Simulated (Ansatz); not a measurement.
LaAlHO2:
```yaml
crystal:
  lattice:
    - [3.77434, 0.00000, 0.00000]
    - [0.00000, 3.77434, 0.00000]
    - [0.00000, 0.00000, 3.89515]
  atoms:
    - { symbol: La, position: [0.50000, 0.50000, 0.50000] }
    - { symbol: Al, position: [0.00000, 0.00000, 0.00000] }
    - { symbol: O, position: [0.50000, 0.00000, 0.00000] }
    - { symbol: O, position: [0.00000, 0.50000, 0.00000] }
    - { symbol: H, position: [0.00000, 0.00000, 0.50000] }
```

Relaxed with r²SCAN. Special points in fractions of this cell's reciprocal vectors: Γ (0.000, 0.000, 0.000); X (0.000, 0.500, 0.000); M (0.500, 0.500, 0.000); Z (0.000, 0.000, 0.500); R (0.000, 0.500, 0.500); A (0.500, 0.500, 0.500).

Problem. List the band energies nearest the Fermi level at these points for DFT-r²SCAN with spin–orbit coupling in the program Ansatz with PAW potentials.

Solution. In eV from the Fermi level; about four levels below and three above (degenerate sets whole), none deeper than 8.9 eV; points with the same levels are listed once.

| k | below | above |
|---|---|---|
| Γ | -5.52 -5.52 -0.62 -0.62 | 0.35 0.35 1.11 1.11 |
| X | -6.04 -6.04 -1.18 -1.18 | 0.92 0.92 1.05 1.05 |
| M | -4.75 -4.75 -0.24 -0.24 | 1.01 1.01 1.01 1.01 |
| Z | -4.92 -4.92 -0.73 -0.73 | 0.89 0.89 1.07 1.07 |
| R | -5.42 -5.42 -0.22 -0.22 | 0.86 0.86 0.96 0.96 |
| A | -6.27 -6.27 -4.72 -4.72 | 1.15 1.15 1.17 1.17 |

Space group P4/mmm. The start of the workflow was typed in or built on a structure type; neither database checked (COD, Materials Project) lists it. Whether it is the stable phase at ambient conditions was not checked. The cell was relaxed with r²SCAN under the symmetry of its start; its stability against distortions is not shown here. With an odd number of electrons in the cell and no spin polarisation, the count alone makes it a metal.

Potentials: the earlier of the program's two PAW sets.
